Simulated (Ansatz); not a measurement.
# Kick along a soft mode, then relaxed in Rb2YInI6

The calculation used DFT PBEsol, scalar-relativistic, plane waves, PAW (Ansatz 0.2.0). The runs took a 420 eV cutoff, a Γ-centred 4×4×4 mesh and Gaussian smearing (0.05 eV). No spin polarisation. Energies are free energies at this smearing, counted from the undisturbed cell; pressure is positive in compression.

Reference structure (relaxed at this level; it needn't be the usual structure):

```yaml
crystal:
  lattice:
    - [0.00000, 6.21089, 6.21089]
    - [6.21089, 0.00000, 6.21089]
    - [6.21089, 6.21089, 0.00000]
  atoms:
    - { symbol: Rb, position: [0.75000, 0.75000, 0.75000] }
    - { symbol: Rb, position: [0.25000, 0.25000, 0.25000] }
    - { symbol: Y, position: [0.00000, 0.00000, 0.00000] }
    - { symbol: In, position: [0.50000, 0.50000, 0.50000] }
    - { symbol: I, position: [0.76020, 0.23980, 0.23980] }
    - { symbol: I, position: [0.23980, 0.23980, 0.76020] }
    - { symbol: I, position: [0.23980, 0.76020, 0.76020] }
    - { symbol: I, position: [0.23980, 0.76020, 0.23980] }
    - { symbol: I, position: [0.76020, 0.23980, 0.76020] }
    - { symbol: I, position: [0.76020, 0.76020, 0.23980] }
```

The atoms are moved along a zone-centre mode of 29i cm⁻¹ (Å):

```
atom ux uy uz
 Rb1   0.150  0.000  0.000
 Rb2   0.150  0.000  0.000
  Y3  -0.011  0.000  0.000
 In4  -0.001  0.000  0.000
  I5  -0.014  0.000  0.000
  I6  -0.041  0.000  0.000
  I7  -0.014  0.000  0.000
  I8  -0.041  0.000  0.000
  I9  -0.041  0.000  0.000
 I10  -0.041  0.000  0.000
```

Cell and atoms are then relaxed.

**Question.** Does the relaxation return to the undisturbed structure?

**Answer.** No. It ends 9.7 meV/atom below it. The final space group reads I4mm (tolerance 0.01 Å) and the volume changes by 2.73 %.

Final structure:

```xyz
10
Lattice="0.0000 6.2532 6.2532 6.2944 0.0000 6.2532 6.2944 6.2532 0.0000" Properties=species:S:1:pos:R:3 pbc="T T T"
Rb   10.2138    9.3798    9.3798
Rb    3.9194    3.1266    3.1266
Y    12.4652    6.2532    6.2532
In    6.2283    6.2532    6.2532
I     2.8507    6.2532    6.2532
I     6.0489    6.2532    2.9910
I     9.4607    6.2532    6.2532
I     6.0489    2.9910    6.2532
I     6.0489    9.5155    6.2532
I     6.0489    6.2532    9.5155
```

The relaxation, step by step (energy from the first step; small jumps at an unchanged geometry come where the plane waves are selected anew for the new cell):

```
step  ΔE (meV/atom) largest force component (eV/Å) pressure (GPa)
   1            0.0                           0.039            0.01
   2           -0.1                           0.041            0.00
   3           -0.2                           0.043            0.00
   4           -3.2                           0.073            0.00
   5           -6.9                           0.060            0.04
   6           -8.7                           0.085           -0.07
   7           -7.4                           0.192            0.24
   8           -8.9                           0.027           -0.01
   9           -8.9                           0.003            0.00
  10           -9.0                           0.003            0.00
```

Cost: 1 run of about 16 core-minutes, on Intel Xeon Processor @ 2.50GHz (Skylake/Cascade Lake) (shared hosts).